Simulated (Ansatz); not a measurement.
Relaxed-ion elastic tensor of NbC (rock salt, Fm-3m) in GPa (Voigt order), the program Ansatz at the PBEsol level (PAW); density 7.91 g/cm³, 11.01 Å³ per atom.

```json
[
 {"": "1", "1": "714", "2": "123", "3": "123", "4": "0.0", "5": "0.0", "6": "0.0"},
 {"": "2", "1": "123", "2": "714", "3": "123", "4": "0.0", "5": "0.0", "6": "0.0"},
 {"": "3", "1": "123", "2": "123", "3": "714", "4": "0.0", "5": "0.0", "6": "0.0"},
 {"": "4", "1": "0.0", "2": "0.0", "3": "0.0", "4": "176", "5": "0.0", "6": "0.0"},
 {"": "5", "1": "0.0", "2": "0.0", "3": "0.0", "4": "0.0", "5": "176", "6": "0.0"},
 {"": "6", "1": "0.0", "2": "0.0", "3": "0.0", "4": "0.0", "5": "0.0", "6": "176"}
]
```

Problem. Is the crystal mechanically stable?

Solution. Yes: the smallest eigenvalue of C is 176 GPa.

Problem. Work out the Voigt, Reuss and Hill averages.

Solution. K_V = 320, K_R = 320, K_H = 320; G_V = 224, G_R = 210, G_H = 217 GPa.

Problem. Give Young's modulus, Poisson's ratio, Pugh's ratio and the universal anisotropy index.

Solution. E = 9KG/(3K + G) = 531 GPa; ν = 0.22; K/G = 1.48 (brittle by the Pugh limit of 1.75); A_U = 5G_V/G_R + K_V/K_R − 6 = 0.33.

Problem. Estimate the sound speeds and the Debye temperature.

Solution. v_l = √((K + 4G/3)/ρ) = 8780 m/s, v_t = √(G/ρ) = 5240 m/s, mean 5800 m/s; Θ = (h/k)(3n/4πV)^(1/3) v_m = 776 K.

Problem. Give the Zener ratio and Young's modulus along [100], [110] and [111].

Solution. A = 2C44/(C11 − C12) = 0.60; 1/E = S11 − 2(S11 − S12 − S44/2)Γ with Γ = 0, 1/4, 1/3 gives 678, 488, 447 GPa.

Problem. Solve the Christoffel equation for the three sound speeds along [100], [110], [111].

Solution. Eigenvalues of C_ijkl n_j n_l equal ρv². In km/s, slowest first: [100] 4.72, 4.72, 9.50; [110] 4.72, 6.11, 8.67; [111] 5.69, 5.69, 8.38.

Symmetry was held in the PBEsol relaxation; of distortions, only those at the zone centre were tested. No spin polarisation was allowed. As this level gives no gap, shear constants depend on the k-mesh and smearing (Fermi–Dirac, 0.1 eV here).

Potentials: the later of the program's two PAW sets.
